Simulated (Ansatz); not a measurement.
Here is the system:

Starting cell, BaTiO₃ (cubic perovskite):

```yaml
crystal:
  lattice:
    - [4.01924, 0.00000, 0.00000]
    - [0.00000, 4.01924, 0.00000]
    - [0.00000, 0.00000, 4.01924]
  atoms:
    - { symbol: Ba, position: [0.00000, 0.00000, 0.00000] }
    - { symbol: Ti, position: [0.50000, 0.50000, 0.50000] }
    - { symbol: O, position: [0.00000, 0.50000, 0.50000] }
    - { symbol: O, position: [0.50000, 0.50000, 0.00000] }
    - { symbol: O, position: [0.50000, 0.00000, 0.50000] }
```

The atoms are displaced by Q × the pattern below (from a DFPT mode at Γ, largest move 1; Q in Å), at fixed cell. It is one choice among 3 degenerate patterns.

```
atom      x      y       z
----  -----  -----  ------
Ba1   0.000  0.000  -0.006
Ti2   0.000  0.000  -0.612
O3    0.000  0.000   0.440
O4    0.000  0.000   1.000
O5    0.000  0.000   0.440
```

Computed with PBE (plane waves to 420 eV, PAW, scalar-relativistic; Ansatz, an electronic-structure program). k mesh 8×8×8 (Γ-centred), fixed occupations. BaTiO3 is run without spin polarisation. BaTiO3 was relaxed with its symmetry unable to fall. This is a high-temperature form of BaTiO3. The zero of ΔE is the undisplaced structure.

The scan covers Q from -0.176 to 0.176 Å in 13 points.

### Question
Is the energy the same for equal positive and negative displacements?

### Answer
Even: the same for both signs.

### Question
Which space group does the distorted structure have?

### Answer
P4mm (No. 99), lowered from Pm-3m.

### Question
What Berry-phase polarisation does the structure carry at the bottom of the well, relative to the undistorted cell (insulating path, fixed occupations)?

### Answer
29 μC/cm² (Berry phase, along the path, cell held).

### Question
By a smooth curve, how deep is the well, measured from the undisplaced structure?

### Answer
21.5 meV/cell, cell held fixed.

### Question
What is the energy change at Q = 0.176 Å?

### Answer
59.6 meV/cell.

(For displaced atoms, the force is minus the slope of the energy, and its curvature is a force constant, which sets phonon frequencies.)
